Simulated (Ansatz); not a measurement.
Tl3VSe4:
Space group I-43m (No. 217); a = b = c = 7.825 Å, α = β = γ = 90.00°

| atom | site | symmetry | x | y | z |
|---|---|---|---|---|---|
| V | 2a | -43m | 0.0000 | 0.0000 | 0.0000 |
| Tl | 6b | -42.m | 0.0000 | 0.0000 | 0.5000 |
| Se | 8c | .3m | 0.3316 | 0.3316 | 0.3316 |
(The calculation used a cell of 8 atoms; values per cell refer to that cell.)

Relaxed with r²SCAN. Independent-particle spectrum: no excitons, no local fields, no scissors shift; 0.1 eV broadening; ε₁ of the summed bands alone.

Problem. Tabulate the dielectric function from DFT-r²SCAN in the program Ansatz with PAW potentials.

Solution. 

```csv
E (eV),ε₁ xx,ε₂ xx
0.0,9.15,0.00
0.3,9.21,0.00
0.6,9.41,0.00
0.9,9.77,0.00
1.2,10.38,0.00
1.5,11.42,0.00
1.8,13.80,0.31
2.1,17.30,2.84
2.4,17.30,10.79
2.7,9.53,13.72
3.0,5.71,11.67
3.3,3.29,9.44
3.6,4.26,8.55
3.9,4.92,7.75
4.2,4.84,9.70
4.5,2.73,9.72
4.8,1.28,8.74
5.1,0.99,9.31
5.4,-0.41,8.09
5.7,-2.32,7.57
6.0,-1.97,5.71
6.3,-1.57,4.46
6.6,-1.47,4.59
6.9,-1.01,4.84
7.2,-1.98,4.71
7.5,-2.80,2.88
7.8,-1.82,1.84
8.1,-0.83,1.71
8.4,-0.58,1.92
8.7,-0.66,2.23
9.0,-0.86,1.40
9.3,-0.27,1.04
9.6,0.66,1.14
9.9,0.39,2.01
10.2,0.34,2.07
10.5,0.15,2.30
10.8,-0.17,1.97
11.1,-0.29,1.98
11.4,-0.27,1.82
11.7,-0.51,1.46
12.0,-0.26,1.48
```

Problem. From ε at 2.4 eV (xx: 17.30 + 10.79i), find n, k, the normal reflectivity and the absorption coefficient.

Solution. n = 4.34, k = 1.243, R = 42 %, α = 2kE/ħc = 300000 cm⁻¹.

With all bands, ε∞ without local fields is 9.28.

The first step of the workflow began from a Materials Project structure, measured or hypothetical; the Crystallography Open Database copy checked does not list it. Its standing as an ambient phase is unchecked. Symmetry was held in the r²SCAN relaxation; its stability against distortions is not shown here. The run is not spin-polarised. Spin–orbit coupling is left out wherever it is not named.

Potentials: the later of the program's two PAW sets.
